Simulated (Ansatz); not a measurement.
ZnO (wurtzite)

```
CELL_PARAMETERS angstrom
      6.47037     0.00000     0.00000
     -1.61759     2.80175     0.00000
      0.00000     0.00000     5.21141
ATOMIC_POSITIONS crystal
  Zn 0.33333 0.33333 0.00241
  Zn 0.83333 0.33333 0.00241
  Zn 0.16667 0.66667 0.50241
  Zn 0.66667 0.66667 0.50241
  O  0.33333 0.33333 0.62279
  O  0.83333 0.33333 0.62279
  O  0.16667 0.66667 0.12279
  O  0.66667 0.66667 0.12279
```

A phonon eigenvector at M = (0.5, 0.0, 0.0) is frozen into this cell: atom i moves by Q times the vector below, so Q is the largest atomic displacement, in Å. The cell is held. (q is in reciprocal vectors of the primitive cell; the cell shown is doubled to hold the pattern.)

```
atom       x       y       z
----  ------  ------  ------
Zn1    0.792   0.457  -0.405
Zn2   -0.792  -0.457   0.405
Zn3    0.792   0.457   0.405
Zn4   -0.792  -0.457  -0.405
O5     0.057   0.033   0.132
O6    -0.057  -0.033  -0.132
O7     0.057   0.033  -0.132
O8    -0.057  -0.033   0.132
```

These are r2SCAN (plane waves to 500 eV, PAW, scalar-relativistic; Ansatz, a program for electronic structure) values and carry that method's errors. k mesh 6×12×7 (Γ-centred), Fermi-Dirac smearing 0.05 eV. ZnO was relaxed with its symmetry unable to fall. 

| Q (Å) | −dE/dQ from forces (eV/Å) |
|---|---|
| -0.280 | 17.171 |
| -0.233 | 14.464 |
| -0.187 | 11.674 |
| -0.140 | 8.817 |
| -0.093 | 5.907 |
| -0.047 | 2.963 |
| 0.000 | 0.000 |
| 0.047 | -2.963 |
| 0.093 | -5.907 |
| 0.140 | -8.817 |
| 0.187 | -11.674 |
| 0.233 | -14.464 |
| 0.280 | -17.171 |

**Question.** What harmonic wavenumber does the curvature at Q = 0 give?

**Answer.** 256 cm⁻¹. E″ = 63.55 eV/Å², M = Σ mᵢ|uᵢ|² = 262.9 u, ν̃ = 521.5·√(|E″|/M).

(For displaced atoms, the force is minus the slope of the energy, and its curvature is a force constant, which sets phonon frequencies.)
